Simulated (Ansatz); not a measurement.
NbN:
```
CELL_PARAMETERS angstrom
      0.00000     2.21076     2.21076
      2.21076     0.00000     2.21076
      2.21076     2.21076     0.00000
ATOMIC_POSITIONS crystal
  Nb 0.50000 0.50000 0.50000
  N  0.00000 0.00000 0.00000
```

Relaxed with PBE. Special points in fractions of this cell's reciprocal vectors: Γ (0.000, 0.000, 0.000); X (0.500, 0.000, 0.500); U (0.625, 0.250, 0.625); K (0.375, 0.375, 0.750); L (0.500, 0.500, 0.500); W (0.500, 0.250, 0.750).

Problem. List the band energies nearest the Fermi level at these points for PBE (plane waves, PAW; program Ansatz).

Solution. In eV from the Fermi level; about four levels below and three above (degenerate sets whole), none deeper than 8.9 eV; … stands for higher levels left out; points with the same levels are listed once.

```
k                                below           above
-  -----------------------------------  --------------
Γ  -3.29 -3.29 -3.29 -1.97 -1.97 -1.97               …
X              -5.71 -4.93 -3.96 -3.96  1.55 2.70 2.70
U              -6.72 -5.93 -5.56 -1.87  1.93 2.10 3.92
L                          -6.94 -6.94  1.42 1.42 1.92
W              -5.96 -5.96 -0.11 -0.11     2.71 3.30 …
```

Space group Fm-3m (rock salt). The PBE relaxation kept the symmetry of its start. At this level the phase is dynamically unstable (imaginary phonons). The run is not spin-polarised. Spin–orbit coupling is left out wherever it is not named.

Potentials: the later of the program's two PAW sets.
